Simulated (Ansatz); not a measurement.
Input file for Ansatz (a quantum-chemistry and plane-wave program):

Ansatz 0.2 input:
```yaml
crystal:
  lattice:
    - [0.0, 2.7480054519, -2.7201078415]
    - [0.0, 2.7480054519, 2.7201078415]
    - [6.0133751035, 0.0, 0.0]
  atoms:
    - { symbol: Li, position: [0.9978024554, 0.0021975446, 0.5] }
    - { symbol: Li, position: [0.9978024554, 0.0021975446, 0.0] }
    - { symbol: B, position: [0.0164343761, 0.5159034498, 0.75] }
    - { symbol: B, position: [0.4840965502, 0.9835656239, 0.25] }
    - { symbol: H, position: [0.830777838, 0.5259702235, 0.5845740449] }
    - { symbol: H, position: [0.4740297765, 0.169222162, 0.4154259551] }
    - { symbol: H, position: [0.830777838, 0.5259702235, 0.9154259551] }
    - { symbol: H, position: [0.4740297765, 0.169222162, 0.0845740449] }
    - { symbol: H, position: [0.230671906, 0.7463216109, 0.75] }
    - { symbol: H, position: [0.2536783891, 0.769328094, 0.25] }
    - { symbol: H, position: [0.1996424987, 0.25736386, 0.75] }
    - { symbol: H, position: [0.74263614, 0.8003575013, 0.25] }
kpoints:
  mp_grid: { grid: [6, 6, 4] }
hamiltonian:
  xc: lda
  pseudopotentials: { kind: paw }
scf:
  occupations: { method: fixed }
phonons:
  method: dfpt
  response_accuracy: low
  qmesh: [3, 3, 2]
  interpolated_qmesh: [14, 14, 9]
  dielectric: true
  rigid_motions: translations
  temperatures: { t_max: 1000, t_step: 50 }
  qpath:
    path:
      - [[0.0, 0.0, 0.0], [0.5, 0.5, 0.0], [0.4949497912, 0.5050502088, 0.0]]  # Γ-Y-F_0
      - [[-0.4949497912, 0.4949497912, 0.0], [0.0, 0.0, 0.0], [0.0, 0.0, 0.5], [-0.4949497912, 0.4949497912, 0.5]]  # Δ_0-Γ-Z-B_0
      - [[0.4949497912, 0.5050502088, 0.5], [0.5, 0.5, 0.5], [0.5, 0.5, 0.0]]  # G_0-T-Y
      - [[0.0, 0.0, 0.0], [0.0, 0.5, 0.0], [0.0, 0.5, 0.5], [0.0, 0.0, 0.5], [0.5, 0.5, 0.5]]  # Γ-S-R-Z-T
    npoints: 7
```

Output (shortened):

```
WARN phonons: the dynamical matrix that this run interpolates holds no multipole term above the dipole-dipole one, and a site of this crystal is no centre of …
Pseudopotential: Li, paw, valence charge 3
Pseudopotential: B, paw, valence charge 3
Pseudopotential: H, paw, valence charge 1
Functional definition: SPW92
Crystal: 12 atoms, lattice volume = 89.898 Å³
Basis set: ecut = 420 eV, 1765 PW (Γ), exchange–correlation on 54×54×96 points (8 copies of the dense FFT grid, shifted against one another)
Bands: 22, of which v1, the nominal top of the filled ones, is band 10 counted from 1 (9 counted from 0)
Symmetry: 4 space group operations
k-points: 76 of 144 (irreducible under 1 space group operation, time reversal used)
SCF 1 converged in 8 iterations: F = -831.418488 eV  dr2 = 5.55e-12
── the response to a field inside a basis, on 6×6×4 k-points: an SCF that follows is theirs, and a resumed run solves both again ──
Crystal: 12 atoms, lattice volume = 89.898 Å³
Bands: 11, of which v1, the nominal top of the filled ones, is band 10 counted from 1 (9 counted from 0)
k-points: 24 of 144 (time reversal used)
SCF 1 converged in 3 iterations: F = -831.421079 eV  dr2 = 5.27e-8
WARN: phonon interpolation: 12 periodic images of 8 blocks of the force constants (a block to an ordered pair of atoms and a translation) lie up to 3.33e-3 Å …
SCF converged after 8 iterations
Free energy (F): -831.418488 eV
Harris-Foulkes:  -831.418488 eV  (|F-HF|=4.55e-13)
Internal energy: -831.418488 eV  (E = F + TS)
E sigma→0 (E₀):  -831.418488 eV
Fermi energy:    -1.564548 eV
--- Per-component energies (eV) ---
  E_band       = -243.590157
  E_kinetic    = 253.863911
  E_local      = -534.318765  (includes V_loc(G=0)·N_el)
  E_nonlocal   = -29.598684
  E_hartree    = 149.105943
  E_xc         = -156.642445
  E_vxc        = -197.041850  (∫ρ·V_xc dr)
  E_paw        = -186.540452  (= ΣΔE_a)
  E_vpaw       = -34.696509  (= ΣTr[D̂ρ^β])
  E_aug_tail   = -0.010141  (compensation charges beyond the density's cutoff)
  E_ewald      = -327.369524
  E_core_change = 0.091669  (= ΣΔE_core)
  E_smearing   =  0.000000  (= −TS)
  E_closure    =  0.000000  (closes the sum)
  Σ components = -831.418488   (vs F -831.418488, Δ=0.00e0)
--- Band table (eV; the first three rows and the last of 76) ---
  k-point 0: bands = ["-43.8733", "-43.8636", "-9.2182", "-7.8853", "-4.2168", "-3.0684", "-2.6582", "-1.7279", "-1.7112", "-1.6759", "4.1454", "5.8209", "6.6902", "6.8796", "7.2151", "8.3617", "9.4936", "10.3149", "10.4273", "10.9875", "11.1080", "12.1467"]
  k-point 1: bands = ["-43.8719", "-43.8650", "-9.0746", "-8.1620", "-3.7981", "-2.9369", "-2.6130", "-2.1159", "-1.8065", "-1.7844", "4.3974", "6.0150", "6.4899", "7.3701", "7.5690", "8.2639", "8.9869", "9.6150", "9.9454", "10.0170", "11.3113", "11.5811"]
  k-point 2: bands = ["-43.8684", "-43.8684", "-8.6767", "-8.6767", "-2.9475", "-2.9475", "-2.6250", "-2.6250", "-1.9597", "-1.9597", "5.1660", "5.1660", "7.4072", "7.4072", "8.1016", "8.1016", "8.8528", "8.8528", "9.4400", "9.4400", "11.1074", "11.1074"]
  k-point 75: bands = ["-43.8674", "-43.8674", "-7.4091", "-7.4091", "-4.3101", "-4.3101", "-3.4471", "-3.4471", "-2.6800", "-2.6800", "4.1975", "4.1975", "6.9796", "6.9796", "7.6396", "7.6396", "9.1866", "9.1866", "11.8318", "11.8318", "13.5594", "13.5594"]
--- Phonons (Γ-DFPT): 15 representative perturbations + reference, on 76 of 144 k-points (Σ response iterations 44) ---
  ASR residual: 3.263e-5 → 0.000e0 eV/Å²; symmetrization residual: 2.966e-6 eV/Å²
  ASR residual per site (eV/Å²): 1.69e-5 1.69e-5 1.94e-5 1.94e-5 1.00e-5 1.00e-5 1.00e-5 1.00e-5 2.26e-5 2.26e-5 3.26e-5 3.26e-5
  Γ frequencies (cm⁻¹): 0.00 0.00 0.00 196.13 196.24 196.70 205.69 245.13 286.81 288.18 290.85 357.33 372.58 373.77 375.36 388.79 428.22 470.52 1014.40 1026.66 1110.15 1112.93 1114.70 1125.63 1195.13 1195.18 1288.16 1290.22 2326.79 2329.49 2385.51 2401.73 …
  ε∞ (high-frequency dielectric tensor):
        2.892078     0.000000     0.000000
        0.000000     2.872473     0.000000
        0.000000     0.000000     2.870066
  ε⁰ (static dielectric tensor: ions relaxed, cell fixed):
        5.315743     0.000000     0.000000
        0.000000     5.267052     0.000000
        0.000000     0.000000     5.943707
  ε⁰ − ε∞ (ionic part):
        2.423665     0.000000     0.000000
        0.000000     2.394579     0.000000
        0.000000     0.000000     3.073641
  softest optical mode at Γ: 196.13 cm⁻¹; the repairs (sum rule, projections) moved no ω² at Γ by more than (6.21 cm⁻¹)²
  Born effective charges Z* (e; rows j = field, columns β = displacement):
    site 0:
         1.04831    0.03046    0.00000
        -0.01494    0.99507    0.00000
         0.00000    0.00000    0.97411
    site 1:
         1.04831   -0.03046    0.00000
         0.01494    0.99507    0.00000
         0.00000    0.00000    0.97411
    site 2:
        -0.00649    0.00000    0.00000
         0.00000   -0.14692   -0.08622
         0.00000   -0.09421   -0.13153
    site 3:
        -0.00649    0.00000    0.00000
         0.00000   -0.14692    0.08622
         0.00000    0.09421   -0.13153
    site 4:
        -0.34572   -0.08118    0.10097
        -0.07426   -0.15388   -0.02789
         0.08904   -0.01975   -0.17770
    site 5:
        -0.34572   -0.08118   -0.10097
        -0.07426   -0.15388    0.02789
        -0.08904    0.01975   -0.17770
    site 6:
        -0.34572    0.08118   -0.10097
         0.07426   -0.15388   -0.02789
        -0.08904   -0.01975   -0.17770
    site 7:
        -0.34572    0.08118    0.10097
         0.07426   -0.15388    0.02789
         0.08904    0.01975   -0.17770
    site 8:
        -0.17724    0.00000    0.00000
         0.00000   -0.44043   -0.05410
         0.00000   -0.14261   -0.07370
    site 9:
        -0.17724    0.00000    0.00000
         0.00000   -0.44043    0.05410
         0.00000    0.14261   -0.07370
    site 10:
        -0.17313    0.00000    0.00000
         0.00000   -0.09997   -0.15270
         0.00000   -0.09185   -0.41348
    site 11:
        -0.17313    0.00000    0.00000
         0.00000   -0.09997    0.15270
         0.00000    0.09185   -0.41348
  Z* charge neutrality: 2.629e-3 e pre-enforcement
  solved inside a basis spanned on kpoints, on 6×6×4 k-points, its susceptibility summed on 10×10×6: ε∞ is read to err by 7.0e-3, Z* by 5.0e-3 e (field_mesh …
  optical modes at Γ without the LO–TO term, one row a degenerate level:
      ω (cm⁻¹)  modes    IR ((D/Å)²/amu)
        196.13      1             0.3479
        196.24      1             0.0000
        196.70      1             0.0839
        205.69      1             2.0257
        245.13      1             0.0000
        286.81      1             4.3803
        288.18      1             5.5680
        290.85      1             5.4371
        357.33      1             0.0000
        372.58      1             2.1079
        373.77      1             4.1015
        375.36      1             2.2725
        388.79      1             3.0034
        428.22      1             0.0023
        470.52      1             0.0000
       1014.40      1             0.1357
       1026.66      1             0.0114
       1110.15      1             2.5899
       1112.93      1             0.0000
       1114.70      1             0.8981
       1125.63      1             0.6751
       1195.13      1             0.0009
       1195.18      1             0.0052
       1288.16      1             0.0000
       1290.22      1             0.0051
       2326.79      1             0.0189
       2329.49      1             0.6974
       2385.51      1            10.0031
       2401.73      1             8.7734
       2408.43      1             3.9545
       2410.01      1             0.0000
       2454.52      1             4.4262
       2456.43      1             0.5322
  optical modes at Γ + LO–TO along q̂ = [1.0000, 0.0000, 0.0000]:
      ω (cm⁻¹)  modes    IR ((D/Å)²/amu)
        196.24      1             0.0000
        196.70      1             0.0839
        199.29      1             0.0659
        205.69      1             2.0257
        245.13      1             0.0000
        288.18      1             5.5680
        290.85      1             5.4371
        317.44      1             0.9606
        357.33      1             0.0000
        372.58      1             2.1079
        373.77      1             4.1015
        380.87      1             0.0698
        428.22      1             0.0023
        454.41      1             8.2188
        470.52      1             0.0000
       1014.40      1             0.1357
       1026.66      1             0.0114
       1112.93      1             0.0000
       1114.70      1             0.8981
       1120.22      1             2.8860
       1125.63      1             0.6751
       1195.13      1             0.0009
       1195.18      1             0.0052
       1288.16      1             0.0000
       1290.24      1             0.0061
       2326.79      1             0.0189
       2329.49      1             0.6974
       2401.73      1             8.7734
       2402.98      1            10.3952
       2408.43      1             3.9545
       2410.01      1             0.0000
       2454.52      1             4.4262
       2456.43      1             0.5322
  optical modes at Γ + LO–TO along q̂ = [0.0000, 1.0000, 0.0000]:
      ω (cm⁻¹)  modes    IR ((D/Å)²/amu)
        196.13      1             0.3479
        196.24      1             0.0000
        197.43      1             0.0145
        205.69      1             2.0257
        245.13      1             0.0000
        286.81      1             4.3803
        290.85      1             5.4371
        325.43      1             1.0272
        357.33      1             0.0000
        372.58      1             2.1079
        375.36      1             2.2725
        388.79      1             3.0034
        428.12      1             0.0481
        442.24      1             8.2640
        470.52      1             0.0000
       1014.40      1             0.1357
       1026.71      1             0.0121
       1110.15      1             2.5899
       1112.93      1             0.0000
       1118.21      1             1.0028
       1125.63      1             0.6751
       1195.13      1             0.0011
       1195.18      1             0.0052
       1288.16      1             0.0000
       1290.22      1             0.0051
       2326.82      1             0.0132
       2329.49      1             0.6974
       2385.51      1            10.0031
       2408.43      1             3.9545
       2410.01      1             0.0000
       2416.67      1             8.5841
       2454.52      1             4.4262
       2457.68      1             1.0236
  optical modes at Γ + LO–TO along q̂ = [0.0000, 0.0000, 1.0000]:
      ω (cm⁻¹)  modes    IR ((D/Å)²/amu)
        196.13      1             0.3479
        196.24      1             0.0000
        196.70      1             0.0839
        221.51      1             0.2991
        245.13      1             0.0000
        286.81      1             4.3803
        288.18      1             5.5680
        338.36      1             1.4585
        357.33      1             0.0000
        373.77      1             4.1015
        375.36      1             2.2725
        388.79      1             3.0034
        423.98      1             7.4437
        428.22      1             0.0023
        470.52      1             0.0000
       1014.98      1             0.1487
       1026.66      1             0.0114
       1110.15      1             2.5899
       1112.93      1             0.0000
       1114.70      1             0.8981
       1128.25      1             0.7552
       1195.13      1             0.0009
       1195.20      1             0.0061
       1288.16      1             0.0000
       1290.22      1             0.0051
       2326.79      1             0.0189
       2330.58      1             0.5416
       2385.51      1            10.0031
       2401.73      1             8.7734
       2410.01      1             0.0000
       2414.29      1             2.8831
       2456.43      1             0.5322
       2463.23      1             5.9286
  non-analytic LO–TO correction: the dipole-dipole term of the run's Born effective charges and high-frequency dielectric tensor (where they are solved with …
--- Phonons (arbitrary-q DFPT): 8 irreducible q on the 3×3×2 mesh ---
  q = [0.0000, 0.0000, 0.0000] (star 1, of the zone-centre solve; hermiticity 1.88e-7, symmetrization 7.68e-8):  0.00  0.00  0.00 196.13 196.24 196.70 205.69 245.13 286.81 288.18 290.85 357.33 372.58 373.77 375.36 388.79 428.22 470.52 1014.40 1026.66 1110.15 …
  q = [0.0000, 0.0000, -0.5000] (star 1, 15 solved perturbations in 909 linear systems a pass and spin channel, the states on 76 of 144 k-point pairs; hermiticity 1.81e-7, symmetrization 2.62e-14): 87.85 87.85 134.53 134.53 190.96 190.96 250.10 250.10 273.22 …
  q = [0.0000, 0.3333, 0.0000] (star 4, 27 solved perturbations in 3240 linear systems a pass and spin channel, the states on 144 of 144 k-point pairs; hermiticity 2.21e-7, symmetrization 1.68e-15): 67.64 114.31 162.63 178.71 194.29 206.94 240.33 244.09 …
  q = [0.0000, 0.3333, -0.5000] (star 4, 27 solved perturbations in 3240 linear systems a pass and spin channel, the states on 144 of 144 k-point pairs; hermiticity 2.16e-7, symmetrization 1.57e-15): 99.27 117.31 127.62 153.67 209.87 223.43 247.46 258.64 …
  q = [0.3333, 0.3333, 0.0000] (star 2, 27 solved perturbations in 3060 linear systems a pass and spin channel, the states on 144 of 144 k-point pairs; hermiticity 2.23e-7, symmetrization 5.04e-7): 120.79 129.68 187.75 209.84 210.74 215.28 251.08 257.45 …
  q = [0.3333, 0.3333, -0.5000] (star 2, 27 solved perturbations in 3060 linear systems a pass and spin channel, the states on 144 of 144 k-point pairs; hermiticity 2.14e-7, symmetrization 2.36e-7): 155.24 155.24 191.80 191.80 230.31 230.31 249.01 249.01 …
  q = [0.3333, -0.3333, 0.0000] (star 2, 15 solved perturbations in 1638 linear systems a pass and spin channel, the states on 144 of 144 k-point pairs; hermiticity 2.00e-7, symmetrization 4.26e-15): 116.43 145.77 176.38 191.72 198.46 201.83 262.68 278.88 …
  q = [0.3333, -0.3333, -0.5000] (star 2, 15 solved perturbations in 1638 linear systems a pass and spin channel, the states on 144 of 144 k-point pairs; hermiticity 2.00e-7, symmetrization 2.91e-15): 135.35 135.35 203.60 203.60 217.99 217.99 248.47 248.47 …
  sum rule: each row above includes the acoustic sum rule's correction from the zone centre's row sums; it moved no ω² by more than (3.04 cm⁻¹)²
  mesh force constants: q→R imaginary residual 1.51e-16; ASR residual 3.263e-5 → 0.000e0 eV/Å²; symmetrization residual 3.553e-15 eV/Å²
  interpolated dispersion: 82 rows × 36 modes
  density of states and harmonic sums: on the 14×14×9 q-mesh, interpolated from the force constants of a 3×3×2 supercell (with the dipole–dipole term)
  largest difference from the sums on the solved wave vectors: F 2.70e-2 eV, S 4.13e-5 and C_V 1.41e-5 eV/K
  zero-point energy: 2.228665 eV/cell   skipped modes (ω ≤ 0): 3   left out of the sums: 4.72e-5 of the cell's modes …
```

Cost: roughly 26 core-minutes on shared cores.

Space group Ama2. The workflow started from a Materials Project entry (that database holds measured and hypothetical structures alike); the Crystallography Open Database copy checked does not list it. COD files the formula under space group No. 62, so this cell is another polymorph or a model. Whether it is the stable phase at ambient conditions was not checked. Symmetry was held in the LDA relaxation.

Potentials: the later of the program's two PAW sets.

Ansatz is a plane-wave DFT program.
